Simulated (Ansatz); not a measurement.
## OsTe in the rocksalt structure

Computed with Ansatz (plane waves, PAW, 420 eV cutoff): PBE, scalar-relativistic, collinear spin, Γ-centred 10×10×10 mesh, 0.05 eV Gaussian smearing. The datasets are Ansatz's generated set soft_2.

```yaml
crystal:
  lattice:
    - [0.00000, 2.73307, 2.73307]
    - [2.73307, 0.00000, 2.73307]
    - [2.73307, 2.73307, 0.00000]
  atoms:
    - { symbol: Os, position: [0.50000, 0.50000, 0.50000] }
    - { symbol: Te, position: [0.00000, 0.00000, 0.00000] }
```

The cell came from substitution into a structure type; whether the compound takes it is for experiment to say.

Magnetic state: non-magnetic, site spin moments none.

The run above is the reference. The same cell was run again with other input settings; several of them aren't fit for production, so the rows show the settings' effect and aren't properties of the material.

| keys changed | outcome | ΔE (meV/atom) | P (GPa) | gap on the mesh (eV) | cell moment (μB) | largest force component (eV/Å) | SCF iterations | rough core-seconds | new warnings |
| --- | --- | --- | --- | --- | --- | --- | --- | --- | --- |
| none (reference) | converged | 0.0 | 0.0 | metal | 0.00 | 0.000 | – | – | – |
| hamiltonian.pseudopotentials: {"kind": "nc"} | converged | – | -1.9 | metal | 0.00 | 0.000 | 17 | 2.6 | cutoff below recommended |
| scf.mixing.preconditioner: "ldos"; scf.occupations.method: "gaussian" → "fermi_dirac"; scf.occupations.width: 0.05 → 0.1 | converged | 0.9 | 0.3 | metal | 0.00 | 0.000 | 10 | 1.9 | – |
| scf.initial_density.chi_scale: 0.1; hamiltonian.xc: "pbe" → "pbesol" | converged | – | -5.7 | metal | 0.00 | 0.000 | 10 | 1.9 | – |
| hamiltonian.pseudopotentials: {"kind": "paw", "source": "jth"} | converged | – | 2.7 | metal | 0.00 | 0.000 | 11 | 1.3 | cutoff below recommended; radial quadrature taken |
| scf.lower_state_search: "light" | converged | 0.0 | 0.0 | metal | 0.00 | 0.000 | 10 | 2.2 | – |
| scf.initial_density.chi_scale: 0.0 | converged | 0.0 | 0.0 | metal | 0.00 | 0.000 | 10 | 1.7 | – |

These changes also left energy (to 0.1 meV/atom), pressure, gap, moment and forces as in the reference: scf.algorithm: "direct_min".

ΔE is the energy with the smearing extrapolated to zero. It is left out where the change alters the Hamiltonian or the spin treatment. The varied runs start from atomic densities (corrected by the program's trained start where that serves), with the default search for lower states unless a row changes it.

(1) What happens with these changes: basis.ecutwfc: 420 → "600 eV"?

(2) What happens with these changes: accuracy: "medium"; hamiltonian.xc: "pbe" → "revpbe"?

Answers:

(1) outcome converged, ΔE (meV/atom) -1.9, P (GPa) 0.0, gap on the mesh (eV) metal, cell moment (μB) 0.00, largest force component (eV/Å) 0.000, SCF iterations 10, rough core-seconds 2.6.

(2) outcome converged, P (GPa) 1.7, gap on the mesh (eV) metal, cell moment (μB) 0.00, largest force component (eV/Å) 0.000, SCF iterations 10, rough core-seconds 1.8.

Changing scf.initial_density.chi_scale only steers the path to self-consistency, so the energy stays within 0.5 meV/atom.

Changing scf.algorithm only steers the path to self-consistency, so the energy stays within 0.5 meV/atom.

Other pseudopotential files need their own cutoff; where it is too low, pressure and moments show the cutoff and not the files.

Of the reference: Spin–orbit coupling, which matters for such heavy elements, is left out. A displaced or strained copy of the relaxed cell lay 19.3 meV/atom lower, so the structure isn't a true minimum at this level.
